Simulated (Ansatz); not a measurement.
SbRu:
```yaml
crystal:
  lattice:
    - [5.64235, 0.00000, 0.00000]
    - [-2.82117, 4.88642, 0.00000]
    - [0.00000, 0.00000, 4.15201]
  atoms:
    - { symbol: Ru, position: [0.50000, 0.00000, 0.00000] }
    - { symbol: Ru, position: [0.50000, 0.50000, 0.00000] }
    - { symbol: Ru, position: [0.00000, 0.50000, 0.00000] }
    - { symbol: Sb, position: [0.00000, 0.00000, 0.00000] }
    - { symbol: Sb, position: [0.33333, 0.66667, 0.50000] }
    - { symbol: Sb, position: [0.66667, 0.33333, 0.50000] }
```

Relaxed with PBEsol. Special points in fractions of this cell's reciprocal vectors: Γ (0.000, 0.000, 0.000); M (0.500, 0.000, 0.000); K (0.333, 0.333, 0.000); A (0.000, 0.000, 0.500); L (0.500, 0.000, 0.500); H (0.333, 0.333, 0.500).

### Question
List the band energies nearest the Fermi level at these points for DFT-PBEsol in the program Ansatz with PAW potentials.

### Answer
In eV from the Fermi level; about four levels below and three above (degenerate sets whole), none deeper than 8.9 eV; points with the same levels are listed once.

```json
[
 {"k": "Γ", "below": "-0.51 -0.51 -0.49 -0.49 -0.30", "above": "0.16 1.24 1.65"},
 {"k": "M", "below": "-1.47 -1.38 -0.54 -0.42", "above": "0.29 1.26 1.60"},
 {"k": "K", "below": "-2.11 -2.11 -1.33 -1.33 -1.01", "above": "0.01 0.82 0.82"},
 {"k": "A", "below": "-0.82 -0.82 -0.50 -0.38 -0.38", "above": "0.85 1.13 1.66"},
 {"k": "L", "below": "-0.67 -0.45 -0.31 -0.07", "above": "2.13 2.66 3.56"},
 {"k": "H", "below": "-1.07 -1.07 -0.91 -0.91", "above": "0.08 0.12 2.89 2.89"}
]
```

Space group P6/mmm. The cell is a constructed one: a structure type filled with these elements; neither database checked (COD, Materials Project) lists it. COD files the formula under space group No. 62. Its standing as an ambient phase is unchecked. Symmetry was held in the PBEsol relaxation. At this level the phase is dynamically unstable (imaginary phonons). The run is not spin-polarised. Spin–orbit coupling is left out wherever it is not named.

Potentials: the earlier of the program's two PAW sets. The files were generated under PBE; for other functionals the program regenerates the frozen cores, and for LDA and PBEsol the local potential too.
